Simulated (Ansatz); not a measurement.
Calculated 17O NMR of the central transition for K3LaTe2O9

Cell: a measured structure from the Crystallography Open Database (COD) whose atoms were relaxed with PBE, the cell held.

```cif
data_structure
_symmetry_space_group_name_H-M 'P 1'
_symmetry_Int_Tables_number 1
_cell_length_a 6.0589
_cell_length_b 6.0589
_cell_length_c 15.0240
_cell_angle_alpha 90.000
_cell_angle_beta 90.000
_cell_angle_gamma 120.000
_cell_volume 477.64
loop_
_atom_site_label
_atom_site_type_symbol
_atom_site_fract_x
_atom_site_fract_y
_atom_site_fract_z
_atom_site_occupancy
K1 K 0.00000 0.00000 0.75000 1
K2 K 0.00000 0.00000 0.25000 1
K3 K 0.33333 0.66667 0.61304 1
K4 K 0.66667 0.33333 0.11304 1
K5 K 0.33333 0.66667 0.88696 1
K6 K 0.66667 0.33333 0.38696 1
La7 La 0.00000 0.00000 0.50000 1
La8 La 0.00000 0.00000 0.00000 1
Te9 Te 0.66667 0.33333 0.65552 1
Te10 Te 0.33333 0.66667 0.15552 1
Te11 Te 0.66667 0.33333 0.84448 1
Te12 Te 0.33333 0.66667 0.34448 1
O13 O 0.94774 0.47387 0.75000 1
O14 O 0.47387 0.94774 0.25000 1
O15 O 0.52613 0.47387 0.75000 1
O16 O 0.05226 0.52613 0.25000 1
O17 O 0.52613 0.05226 0.75000 1
O18 O 0.47387 0.52613 0.25000 1
O19 O 0.35644 0.17822 0.59303 1
O20 O 0.17822 0.35644 0.09303 1
O21 O 0.82178 0.17822 0.59303 1
O22 O 0.64356 0.82178 0.09303 1
O23 O 0.82178 0.64356 0.59303 1
O24 O 0.17822 0.82178 0.09303 1
O25 O 0.82178 0.64356 0.90697 1
O26 O 0.64356 0.82178 0.40697 1
O27 O 0.82178 0.17822 0.90697 1
O28 O 0.17822 0.35644 0.40697 1
O29 O 0.35644 0.17822 0.90697 1
O30 O 0.17822 0.82178 0.40697 1
```

Sites (sets of like atoms) are named by element and the number of their first atom in this list.

Level of theory: DFT, PBE, plane waves and PAW, scalar-relativistic, 420 eV cutoff, Γ-centred 4×4×2 k-points, Fermi–Dirac smearing 0.02 eV (Ansatz 0.2.0).

17O has I = 5/2 and Q = -25.58 mb (Pyykkö 2018); at 28.2 T its Larmor frequency is ν₀ = 162.8 MHz. Only the quadrupole interaction is simulated: positions count from each site's isotropic chemical shift, and J coupling is left out, as are shift anisotropy and dipolar coupling, which fast spinning averages.

Task: Simulate the second-order pattern (fast magic-angle spinning, Gaussian broadening 0.2 kHz) of site O19 (1 Te at 1.88 Å, 1 La at 2.33 Å, angle 173°; also 3 K at 3.01–3.05 Å).

Result: The calculation gives C_Q = -7.47 MHz and η = 0.06, so ν_Q = 1.12 MHz and the centre of gravity lies at -12.6 ppm (-2.06 kHz).

(offset (kHz), height): (-5.358, 0), (-5.197, 1), (-5.036, 5), (-4.875, 5), (-4.714, 6), (-4.554, 6), (-4.393, 6), (-4.232, 6), (-4.071, 6), (-3.910, 6), (-3.749, 7), (-3.588, 7), (-3.427, 13), (-3.266, 53), (-3.105, 80), (-2.944, 60), (-2.783, 48), (-2.622, 43), (-2.461, 41), (-2.300, 40), (-2.139, 39), (-1.978, 39), (-1.817, 40), (-1.657, 42), (-1.496, 45), (-1.335, 49), (-1.174, 56), (-1.013, 74), (-0.852, 100), (-0.691, 66), (-0.530, 10), (-0.369, 0)

At O19 V_zz points along the shorter of its two bonds, to Te (within 1°).

Without spin–orbit coupling the gradients at and beside Te can be off by some per cent, at some sites by more.
